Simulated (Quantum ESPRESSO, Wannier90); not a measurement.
# Wannier functions of Cu (hcp (Mg type), model phase)

```
begin unit_cell_cart
ang
    2.5341000105    0.0000000000    0.0000000000
   -1.2670500053    2.1945949848    0.0000000000
    0.0000000000    0.0000000000    4.1125700000
end unit_cell_cart
begin atoms_frac
Cu   0.3333333333 -0.3333333333  0.2500000000
Cu  -0.3333333333  0.3333333333 -0.2500000000
end atoms_frac
```

Structure: Materials Project mp-989782, symmetrised, not relaxed again. This isn't the element's usual structure (fcc); take it as a model of another phase. Level: LDA, no spin polarisation, no spin-orbit coupling; pw.x of Quantum ESPRESSO at 74 Ry with PseudoDojo potentials, 12×12×4 k-points, Wannier90. Density: 18×18×10 mesh, cold smearing 0.01 Ry.

Functional, cutoff and mesh named above are those of the base row (1); the first column says what each row takes instead. Model: 18 functions from bands 9-37, start hydrogen-like Cu: s;p;d, disentangled but not localised (num_iter = 0), frozen window tied to the conduction edge or Fermi level of each row, as listed, which moves Ω_I and hoppings a little by itself. Energies are relative to the Fermi level; the misfit is to pw.x on a path, for states up to 1.0 eV relative to the Fermi level. The lattice is scaled uniformly, fractional positions fixed. The disentangled Ω_I can sit in another minimum from row to row.

```
scale  frozen to (eV)  Ω_I (Å²)  rms misfit (meV)  bottom of band 9 (eV)  on-site Cu1 pz minus Cu1 s (eV)  hopping modulus Cu2 px – Cu2 px, R = 1 0 0 (eV)  hopping modulus Cu2 px – Cu2 s, R = 1 0 0 (eV)  hopping modulus Cu1 s – Cu2 s, R = 1 0 0 (eV)  hopping modulus Cu1 dxy – Cu1 py, R = 1 0 0 (eV)
-----  --------------  --------  ----------------  ---------------------  -------------------------------  -----------------------------------------------  ----------------------------------------------  ---------------------------------------------  ------------------------------------------------
0.97             1.50     10.17               9.3                 -10.39                             6.78                                            3.776                                           2.273                                          1.040                                             0.424
0.99             1.50     10.34               9.2                  -9.89                             6.81                                            3.601                                           2.157                                          0.994                                             0.387
1                1.50     10.41               7.9                  -9.65                             6.82                                            3.540                                           2.105                                          0.976                                             0.368
1.01             1.50     10.49               7.4                  -9.42                             6.84                                            3.445                                           2.049                                          0.943                                             0.358
1.03             1.50     10.67               6.6                  -8.98                             6.86                                            3.293                                           1.946                                          0.897                                             0.329
```
